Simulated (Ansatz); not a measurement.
Relaxed-ion elastic tensor of Ta2N (anti-CdI2 type, space group No. 164) in GPa (Voigt order), the program Ansatz at the PBEsol level (PAW); density 15.77 g/cm³, 13.19 Å³ per atom.

```
       1     2    3      4      5      6
-  -----  ----  ---  -----  -----  -----
1    466   146  232  -50.1    0.0    0.0
2    146   466  232   50.1    0.0    0.0
3    232   232  453    0.0    0.0    0.0
4  -50.1  50.1  0.0    134    0.0    0.0
5    0.0   0.0  0.0    0.0    134  -50.1
6    0.0   0.0  0.0    0.0  -50.1    160
```

Is the crystal mechanically stable?

Yes: the smallest eigenvalue of C is 95.0 GPa.

Work out the Voigt, Reuss and Hill averages.

K_V = 290, K_R = 288, K_H = 289; G_V = 137, G_R = 121, G_H = 129 GPa.

Give Young's modulus, Poisson's ratio, Pugh's ratio and the universal anisotropy index.

E = 9KG/(3K + G) = 337 GPa; ν = 0.31; K/G = 2.24 (ductile by the Pugh limit of 1.75); A_U = 5G_V/G_R + K_V/K_R − 6 = 0.68.

Estimate the sound speeds and the Debye temperature.

v_l = √((K + 4G/3)/ρ) = 5400 m/s, v_t = √(G/ρ) = 2860 m/s, mean 3200 m/s; Θ = (h/k)(3n/4πV)^(1/3) v_m = 403 K.

Solve the Christoffel equation for the three sound speeds along x, y, z.

Eigenvalues of C_ijkl n_j n_l equal ρv². In km/s, slowest first: x 2.45, 3.55, 5.44; y 2.83, 3.18, 5.48; z 2.91, 2.91, 5.36.

How much does each axis shrink under pressure?

Linear compressibilities β_i = Σ_j S_ij (j = 1 to 3): x 1.3, y 1.3, z 0.87 per TPa.

Space group P-3m1 (anti-CdI2 type). The PBEsol relaxation kept the symmetry of its start. No spin polarisation was allowed. The volume moved by 17 % from the start of the relaxation. As this level gives no gap, shear constants depend on the k-mesh and smearing (Fermi–Dirac, 0.1 eV here). Scalar-relativistic: spin–orbit coupling is off unless named, which matters more the heavier the elements.

Potentials: the later of the program's two PAW sets.
